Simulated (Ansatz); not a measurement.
NaTl3F6:
```yaml
crystal:
  lattice:
    - [0.00000, 4.38624, 4.38624]
    - [4.38624, 0.00000, 4.38624]
    - [4.38624, 4.38624, 0.00000]
  atoms:
    - { symbol: Na, position: [0.00000, 0.00000, 0.00000] }
    - { symbol: Tl, position: [0.25000, 0.25000, 0.25000] }
    - { symbol: Tl, position: [0.75000, 0.75000, 0.75000] }
    - { symbol: Tl, position: [0.50000, 0.50000, 0.50000] }
    - { symbol: F, position: [0.74633, 0.25367, 0.25367] }
    - { symbol: F, position: [0.25367, 0.74633, 0.74633] }
    - { symbol: F, position: [0.25367, 0.74633, 0.25367] }
    - { symbol: F, position: [0.74633, 0.25367, 0.74633] }
    - { symbol: F, position: [0.25367, 0.25367, 0.74633] }
    - { symbol: F, position: [0.74633, 0.74633, 0.25367] }
```

Relaxed with r²SCAN. Special points in fractions of this cell's reciprocal vectors: Γ (0.000, 0.000, 0.000); X (0.500, 0.000, 0.500); U (0.625, 0.250, 0.625); K (0.375, 0.375, 0.750); L (0.500, 0.500, 0.500); W (0.500, 0.250, 0.750).

Q: List the band energies nearest the valence-band maximum at these points for plane-wave PAW r²SCAN (Ansatz code).

A: In eV from the valence-band maximum; about four levels below and three above (degenerate sets whole), none deeper than 8.9 eV; points with the same levels are listed once.

| k | below | above |
|---|---|---|
| Γ | -1.13 -1.13 -1.13 -0.72 -0.72 | 4.48 7.30 7.30 7.30 |
| X | -1.11 -0.72 -0.01 0.00 | 4.05 6.09 6.09 |
| U | -1.10 -0.75 -0.03 -0.02 | 4.19 5.83 6.33 |
| L | -0.76 -0.76 -0.27 -0.25 | 4.41 6.32 7.24 7.24 |
| W | -1.10 -0.76 -0.01 -0.01 | 4.21 5.60 6.69 |

Space group Fm-3m. The workflow started from a Materials Project entry (that database holds measured and hypothetical structures alike); the Crystallography Open Database copy checked does not list it. Its standing as an ambient phase is unchecked. The cell was relaxed with r²SCAN under the symmetry of its start; whether a distortion lowers the energy is not shown. Scalar-relativistic: spin–orbit coupling is off unless named, which matters more the heavier the elements.

Potentials: the later of the program's two PAW sets.
